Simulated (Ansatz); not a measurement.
The start is a generated cell, TiAl built in the AFLOW prototype AB_hP12_186_a2b_a2b (B6, as in SiC). The cell and all atomic positions are relaxed at zero pressure with PBE (plane waves to 420 eV, PAW, scalar-relativistic; Ansatz, a first-principles code). The first steps use a coarse 9×9×2 k-mesh.

Input geometry:
```
TiAl
1.0
    3.51583     0.00000     0.00000
   -1.75792     3.04480     0.00000
    0.00000     0.00000    17.25203
Ti Al
6 6
Direct
  0.00000   0.00000   0.00000
  0.00000   0.00000   0.50000
  0.66667   0.33333   0.83325
  0.33333   0.66667   0.33325
  0.66667   0.33333   0.16650
  0.33333   0.66667   0.66650
  0.00000   0.00000   0.87460
  0.00000   0.00000   0.37460
  0.66667   0.33333   0.70785
  0.33333   0.66667   0.20785
  0.66667   0.33333   0.04150
  0.33333   0.66667   0.54150
```

Q: How large is the pressure on the unrelaxed cell, and of which sign?

A: +57.1 GPa (positive: the cell is compressed).

Q: What is the largest force in the starting geometry, and on which atom (counted from 1)?

A: 0.47 eV/Å, on Al11, Al12 (atoms numbered as listed).

Q: Does the structure survive the relaxation? Give the final space group.

A: The space group goes from P6₃mc (No. 186) to P6mm (No. 183), with 6 atoms in the primitive cell.

Q: How does the volume change?

A: +8.1 %, from 15.39 to 16.64 Å³/atom.

Q: How do the shortest distances between atoms change?

A: The closest pairs of elements (up to four, under 3.6 Å), start → end: Al–Ti 2.15 → 2.68 Å; Ti–Ti 3.52 → 2.63 Å; Al–Al 3.52 → 2.63 Å.

Q: Write out the relaxed structure.

A: 
Space group P6mm (No. 183); a = 4.5560 Å, b = 4.5560 Å, c = 5.5538 Å, α = 90.00°, β = 90.00°, γ = 120.00°

```csv
atom,site,symmetry,x,y,z
Ti,1a,6mm,0.0000,0.0000,0.3073
Ti,2b,3m.,0.3333,0.6667,0.5362
Al,1a,6mm,0.0000,0.0000,0.7896
Al,2b,3m.,0.3333,0.6667,0.0391
```

Final values are on a 10×10×7 k-mesh of the relaxed cell. No spin polarisation in the result.

The run could not lose the symmetry of its start, so the end can be a saddle point.

The relaxed structure here is a generated cell of TiAl: the first start was made by placing the elements on the sites of a structure type, and the end was not matched to a known phase here, so it may be hypothetical. Known forms of TiAl include space group No. 123.
